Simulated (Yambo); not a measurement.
Optical response of KPSO3H2

```
KPSO3H2
1.0
    3.29197    -3.18732     0.00000
    3.29197     3.18732     0.00000
   -1.89121     0.00000     5.71203
H O P S K
2 3 1 1 1
Direct
  0.20698   0.82968   0.18892
  0.82968   0.20698   0.18892
  0.10708   0.10708   0.10396
  0.26232   0.65118   0.26954
  0.65118   0.26232   0.26954
  0.34486   0.34486   0.11121
  0.38481   0.38481   0.79799
  0.84726   0.84726   0.61191
```

Yambo, RPA with local fields on PBEsol bands; 4×4×4 mesh, 89 bands, 3 Ry local-field block, 0.2 eV broadening; field along z.

```csv
E (eV),Im ε,Re ε,"Im ε, independent particles"
0.0,0.00,2.60,0.00
0.6,0.00,2.61,0.01
1.2,0.01,2.63,0.02
1.9,0.01,2.66,0.03
2.5,0.02,2.72,0.04
3.1,0.03,2.80,0.07
3.8,0.05,2.92,0.10
4.4,0.09,3.09,0.19
5.0,0.15,3.36,0.38
5.6,0.45,3.80,1.46
6.2,1.05,3.82,4.63
6.9,1.47,4.06,5.74
7.5,2.67,3.98,4.65
8.1,3.37,2.59,3.80
8.8,2.90,2.06,2.73
9.4,2.99,1.43,2.17
10.0,2.44,0.54,1.58
10.6,1.57,0.68,1.42
11.2,1.47,1.11,1.67
11.9,1.71,1.01,1.76
12.5,1.56,0.90,1.50
13.1,1.55,0.85,1.30
13.8,1.42,0.61,1.19
14.4,1.23,0.59,0.99
15.0,1.10,0.60,0.95
15.6,0.96,0.55,0.85
16.2,0.84,0.66,0.89
16.9,0.80,0.71,0.88
17.5,0.76,0.72,0.96
18.1,0.75,0.74,1.03
18.8,0.72,0.74,0.96
19.4,0.66,0.78,0.95
20.0,0.63,0.83,1.06
```

Structure narrower than a few tenths of an eV can come from the finite k mesh. Convergence of the RPA response with its 4×4×4 mesh was not tested. No excitonic effects at this level.

Geometry of the Materials Project entry, not relaxed at this level.
